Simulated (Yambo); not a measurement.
Data:

```
SiO2
1.0
    4.91656     0.00000     0.00000
   -2.45828     4.25787     0.00000
    0.00000     0.00000     5.43163
O Si
6 3
Direct
  0.14454   0.73144   0.54782
  0.26856   0.41310   0.21449
  0.58690   0.85546   0.88115
  0.73144   0.14454   0.45218
  0.41310   0.26856   0.78551
  0.85546   0.58690   0.11885
  0.00000   0.46880   0.33333
  0.53120   0.53120   0.00000
  0.46880   0.00000   0.66667
```

Workflow: LDA (pw.x of Quantum ESPRESSO, ONCV potentials, scalar-relativistic), then G0W0 in Yambo (3×3×4 Γ-centred k mesh, 213 bands and a 8 Ry block in the screening, 213 bands in G with the Bruneval-Gonze terminator, plasmon pole fitted at 27.2 eV).

### Question
Give the LDA and G0W0 gaps between the band edges found on this mesh, and say where the edges lie.

### Answer
Edges: K → Γ. LDA: 5.76 eV; G0W0: 8.86 eV. Nearest settings tried, and what they do to the gap: 80 bands in W, 80 bands in G: +92 meV. Not varied: block, mesh. So the settings aren't converged at that level. 

Geometry of the Materials Project entry, not relaxed at this level.
